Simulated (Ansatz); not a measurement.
TiRu (CsCl type, space group No. 221) at seven volumes, the program Ansatz at the LDA level (PAW), scaled uniformly. One row is withheld.

```json
[
 {"V (Å³/atom)": "12.542", "P (GPa)": "28.74"},
 {"V (Å³/atom)": "12.955", "P (GPa)": "?"},
 {"V (Å³/atom)": "13.369", "P (GPa)": "8.30"},
 {"V (Å³/atom)": "13.782", "P (GPa)": "0.19"},
 {"V (Å³/atom)": "14.196", "P (GPa)": "-6.77"},
 {"V (Å³/atom)": "14.609", "P (GPa)": "-12.72"},
 {"V (Å³/atom)": "15.023", "P (GPa)": "-17.76"}
]
```

Problem. Fit the shown pressures and predict the withheld one.

Solution. P = (3/2)B₀(x^(7/2) − x^(5/2))[1 + (3/4)(B′ − 4)(x − 1)] with x = (V₀/V)^(2/3). Least squares on the six rows gives V₀ = 13.793 Å³/atom, B₀ = 248 GPa, B′ = 4.14. At V = 12.955, x = 1.0427 and P = 17.70 GPa. The run itself gave 17.74 GPa.

Space group Pm-3m (CsCl type). The first step of the workflow began from a Materials Project structure, measured or hypothetical; the Crystallography Open Database files this formula in space group No. 221, but the cells were not matched. Whether it is the stable phase at ambient conditions was not checked. The cell keeps a stress of up to 0.2 GPa. The cell was relaxed with LDA under the symmetry of its start; of distortions, only those at the zone centre were tested. No spin polarisation was allowed.

Potentials: the later of the program's two PAW sets.
